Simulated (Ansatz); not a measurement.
Input and command of a calculation in Ansatz (plane waves; scalar-relativistic PAW potentials unless the input names others):

```yaml
crystal:
  lattice:
    - [5.3264448444, -2.4902344127, 0.0]
    - [5.3264448444, 2.4902344127, 0.0]
    - [0.0, 0.0, 4.9740476632]
  atoms:
    - { symbol: Li, position: [0.7501330801, 0.2498669199, 0.75] }
    - { symbol: Li, position: [0.2498669199, 0.7501330801, 0.25] }
    - { symbol: Mg, position: [0.4103126278, 0.9099585582, 0.75] }
    - { symbol: Mg, position: [0.0900414418, 0.5896873722, 0.75] }
    - { symbol: Mg, position: [0.9099585582, 0.4103126278, 0.25] }
    - { symbol: Mg, position: [0.5896873722, 0.0900414418, 0.25] }
basis:
  ecutwfc: 500
kpoints:
  mp_grid: { grid: [8, 8, 8] }
hamiltonian:
  xc: r2scan
scf:
  max_iter: 80
output:
  forces: true
  eigenvalues: true
  stress: true
```

```bash
ansatz run input.yaml --threads 1 --pin off --max-ram 2560MiB --backend cpu --events-out ev --progress --plain --runs-dir out
```

Task: What is wrong with this input?

Result: The program refuses it, because of no occupation method (scf.occupations: {"method": "gaussian", "width": 0.1} → not typed). With the sound run's settings it is accepted.

Abridged log:
```
Error: YAML parse error: `scf.occupations.method` is required: fixed only where the cell keeps a band gap throughout the run, explicit beside scf.occupations.values (under evaluate: without them), else a smearing such as fermi_dirac (scf.occupations.width is optional; its entry in the input reference gives the default)
```